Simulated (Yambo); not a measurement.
KNH2 (space group P2_1/m, No. 11), G0W0@LDA in Yambo; all else as in the reference (4×4×2 Γ-centred k mesh, 148 bands and a 7 Ry block in the screening, 148 bands in G with the Bruneval-Gonze terminator, plasmon pole fitted at 27.2 eV). One parameter is varied: the cutoff of the exchange sum, over 5, 10, 20, 40, 84 Ry.

Q: From which value on does the gap Γ → Γ stay within 0.05 eV of the largest setting?

A: From 40 Ry on.
| cutoff of the exchange sum (Ry) | G0W0 gap (eV) | valence shift (eV) |
|---|---|---|
| 5 | 3.51 | 0.30 |
| 10 | 3.92 | -0.72 |
| 20 | 4.13 | -1.07 |
| 40 | 4.21 | -1.17 |
| 84 | 4.22 | -1.19 |
The last step of the sweep still moves the gap by 12 meV; the other settings are held fixed.

Geometry of the Materials Project entry, not relaxed at this level; primitive cell a = 4.5476 Å, b = 3.7393 Å, c = 6.1855 Å, α = γ = 90.00°, β = 95.31°.

A shift is the quasiparticle energy of the state minus its LDA energy.
